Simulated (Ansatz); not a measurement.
MoS₂:
```cif
data_Mo3S6
_chemical_formula_sum 'Mo3 S6'
_space_group_name_H-M_alt 'R3m :H'
_space_group_IT_number 160
_space_group_name_Hall 'R 3 -2"'
_cell_length_a 3.12636
_cell_length_b 3.12636
_cell_length_c 17.97320
_cell_angle_alpha 90.000
_cell_angle_beta 90.000
_cell_angle_gamma 120.000
loop_
_atom_site_label
_atom_site_type_symbol
_atom_site_symmetry_multiplicity
_atom_site_Wyckoff_symbol
_atom_site_fract_x
_atom_site_fract_y
_atom_site_fract_z
_atom_site_occupancy
Mo1 Mo 3 a 0.00000 0.00000 0.00024 1
S1 S 3 a 0.00000 0.00000 0.58052 1
S2 S 3 a 0.00000 0.00000 0.75322 1
```
(The calculation used a cell of 3 atoms; values per cell refer to that cell.)

This is the LDA-relaxed structure.

Q: All from DFT-LDA in the program Ansatz with PAW potentials, unless another level is named. Give the static dielectric constant ε0 (ions relaxed, cell fixed).

A: 15.9 (xx = yy), 7.84 (zz).

Q: Predict the Born charges (a third of the trace).

A: Mo -1.05, S +0.49 to +0.56 e.

Q: Give the electronic dielectric constant ε∞ (DFPT).

A: 15.7 (xx = yy), 7.75 (zz).

Symmetry was held in the LDA relaxation. The run is not spin-polarised. A crystal of weakly bound layers computed without a dispersion correction: the cell and the soft elastic constants depend strongly on that. Spin–orbit coupling is left out wherever it is not named.

Potentials: the earlier of the program's two PAW sets. The files were generated under PBE; for other functionals the program regenerates the frozen cores, and for LDA and PBEsol the local potential too.
